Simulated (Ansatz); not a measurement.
B2Ru:
```
B2Ru
1.0
    2.86816     0.00000     0.00000
    0.00000     4.64256     0.00000
    0.00000     0.00000     4.03865
B Ru
4 2
Direct
  0.00000   0.80404   0.36249
  0.00000   0.19596   0.36249
  0.50000   0.30404   0.63751
  0.50000   0.69596   0.63751
  0.00000   0.00000   0.84655
  0.50000   0.50000   0.15345
```

Relaxed with r²SCAN.

Question: Map the valence electron density (e/Å³), cut off at 0.8 on the plane through (0.000, 0.804, 0.362) spanned by u = [0, 1, 0] and v = [0, 0, 1] in lattice vectors, from DFT-r²SCAN in the program Ansatz with PAW potentials.

Answer: x is the fraction of u, y of v (the angle between them is 90°; rows are the nearest grid lines); atoms in the plane: B at (0.00, 0.00), B at (0.39, 0.00), Ru at (0.20, 0.48).
```
|148999984147753222357741|
|469988996468754323457864|
|889877898888754333457888|
|887766778887644333446788|
|666666666655433333334556|
|456677665443332333233344|
|458999985432222222222234|
|489999999432111111111234|
|799999999732111111111237|
|999999999942100000001249|
|999999999952100000001259|
|999999999952100000001259|
|999999999942100000001249|
|799999999742100000001247|
|689999998643210000012346|
|678999987653210000012356|
|777777777764310000013467|
|898777789876421000124678|
|899877899877532101235778|
|469988996457642111246754|
|148999984147753222357741|
```
Scale: ten equal steps from 0.077 (start of '0') to 0.800 (end of '9'), in the order '0123456789'; x runs from 0.000 to 1.00, y from 0.000 (bottom) to 1.00 (top).

The density is the valence pseudo-density with augmentation charge, so density and ELF within about 1 Å of a nucleus are not all-electron values.

Space group Pmmn. The workflow started from an entry of the Crystallography Open Database (COD). Whether it is the stable phase at ambient conditions was not checked. Symmetry was held in the r²SCAN relaxation; whether a distortion lowers the energy is not shown. No spin polarisation was allowed.

Potentials: the later of the program's two PAW sets.
